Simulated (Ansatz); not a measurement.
Sn:
```
Sn
1.0
    2.35149    -6.52632     0.00000
    2.35149     6.52632     0.00000
    0.00000     0.00000    15.52515
Sn
12
Direct
  0.75597   0.24403   0.44526
  0.24403   0.75597   0.55474
  0.24403   0.75597   0.94526
  0.75597   0.24403   0.05474
  0.42953   0.57047   0.65743
  0.57047   0.42953   0.34257
  0.57047   0.42953   0.15743
  0.42953   0.57047   0.84257
  0.97120   0.02880   0.40946
  0.02880   0.97120   0.59054
  0.02880   0.97120   0.90946
  0.97120   0.02880   0.09054
```

Relaxed with PBE. Special points in fractions of this cell's reciprocal vectors: Γ (0.000, 0.000, 0.000); Y (-0.500, 0.500, 0.000); C0 (-0.282, 0.718, 0.000); Σ0 (0.282, 0.282, 0.000); Z (0.000, 0.000, 0.500); A0 (0.282, 0.282, 0.500); E0 (-0.282, 0.718, 0.500); T (-0.500, 0.500, 0.500); S (0.000, 0.500, 0.000); R (0.000, 0.500, 0.500).

Problem. List the band energies nearest the Fermi level at these points for PBE (plane waves, PAW; program Ansatz).

Solution. In eV from the Fermi level; about four levels below and three above (degenerate sets whole), none deeper than 8.9 eV; points with the same levels are listed once.

```csv
k,below,above
Γ,-0.62 -0.34 -0.20 -0.13,0.58 1.04 1.21
Y,-0.77 -0.70 -0.50 -0.20,0.09 0.11 0.24
C0,-1.41 -1.15 -1.09 -0.80,0.36 0.47 0.75
Z,-0.65 -0.65 -0.59 -0.59,0.76 0.76 1.36 1.36
A0,-1.36 -1.36 -0.91 -0.91,0.22 0.22 1.61 1.61
T,-0.03 -0.03 0.00 0.00,0.50 0.50 1.19 1.19
S,-1.56 -1.40 -1.37 -0.80,0.78 0.79 1.36
R,-1.39 -1.39 -1.13 -1.13,1.10 1.10 1.24 1.24
```

Space group Cmcm. The start of the workflow was typed in or built on a structure type; neither database checked (COD, Materials Project) lists it. It is not the phase usual at ambient conditions (space group No. 141). The cell was relaxed with PBE under the symmetry of its start; whether a distortion lowers the energy is not shown. The Fermi level of a semimetal is unsure by some 0.05 eV on such meshes. Scalar-relativistic: spin–orbit coupling is off unless named, which matters more the heavier the elements.

Potentials: the earlier of the program's two PAW sets.
